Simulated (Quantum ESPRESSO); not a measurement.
## Band energies of OsAl

```
CELL_PARAMETERS angstrom
      2.99791     0.00000     0.00000
      0.00000     2.99791     0.00000
      0.00000     0.00000     2.99791
ATOMIC_POSITIONS crystal
  Al 0.00000 0.00000 0.00000
  Os 0.50000 0.50000 0.50000
```

LDA (Quantum ESPRESSO, PseudoDojo norm-conserving, 74 Ry, no spin-orbit coupling); path ΓXMΓRX,MR; energies in eV from the Fermi level.

```
k (1/Å)  point  band 6  band 7  band 8  band 9  band 10  band 11  band 12  band 13
-------  -----  ------  ------  ------  ------  -------  -------  -------  -------
0.00         Γ   -4.16   -4.16    0.42    0.42     0.42     5.52     5.52     5.52
0.47             -4.00   -3.83   -0.73   -0.73     0.56     3.05     7.34     7.34
0.93             -5.55   -3.31   -1.78   -1.78     0.75     2.51     7.13    10.17
1.05         X   -5.89   -3.28   -1.83   -1.83     0.76     2.57     7.02    10.45
1.36             -6.03   -3.00   -1.93   -1.73     0.23     2.57     7.60     8.32
1.78             -4.92   -2.11   -1.90   -1.41    -0.95     2.40     5.11     7.63
2.10         M   -4.08   -1.81   -1.81   -1.29    -1.29     2.16     4.40     7.21
2.20             -4.20   -1.86   -1.81   -1.28    -1.27     2.20     4.46     7.27
2.63             -4.66   -2.67   -2.00   -1.09    -0.85     2.99     4.96     8.65
3.05             -3.85   -3.65   -1.36   -0.46    -0.11     4.36     4.98     8.03
3.47             -4.14   -4.14    0.33    0.37     0.40     5.46     5.46     5.65
3.58         Γ   -4.16   -4.16    0.42    0.42     0.42     5.52     5.52     5.52
3.88             -4.00   -4.00   -0.17    0.05     0.05     5.54     5.54     5.55
4.38             -3.34   -3.34   -1.92   -1.45    -1.45     5.74     5.74     6.09
4.79             -4.20   -4.20   -1.19   -0.60    -0.60     4.92     5.71     5.71
5.19             -5.09   -5.09    1.51    1.51     2.37     2.45     4.30     4.30
5.39         R   -5.21   -5.21    2.05    2.29     2.29     3.56     3.56     3.56
5.59             -5.11   -5.07    1.32    1.60     2.43     3.19     3.23     4.67
5.99             -4.45   -4.33   -1.35   -1.02     1.37     2.84     5.02     7.84
6.38             -5.96   -2.99   -2.58   -0.61    -0.60     2.64     8.25     8.75
6.78             -5.90   -3.25   -1.89   -1.77     0.70     2.57     7.09    10.26
6.87         X   -5.89   -3.28   -1.83   -1.83     0.76     2.57     7.02    10.45
6.87         M   -4.08   -1.81   -1.81   -1.29    -1.29     2.16     4.40     7.21
7.07             -3.80   -2.67   -2.67   -0.35    -0.35     2.17     4.42     6.67
7.45             -4.38   -4.38   -1.64    1.94     1.94     2.23     3.99     4.49
7.92         R   -5.21   -5.21    2.05    2.29     2.29     3.56     3.56     3.56
```

A metal at this level: along this path bands 8, 9, 10 cross the Fermi level.

Spin-orbit coupling is left out; for elements this heavy it splits bands near the Fermi level.

Geometry of the Materials Project entry, not relaxed at this level.

The structure is a Materials Project entry; no match was found in the copy of COD used, and its stability was not checked.
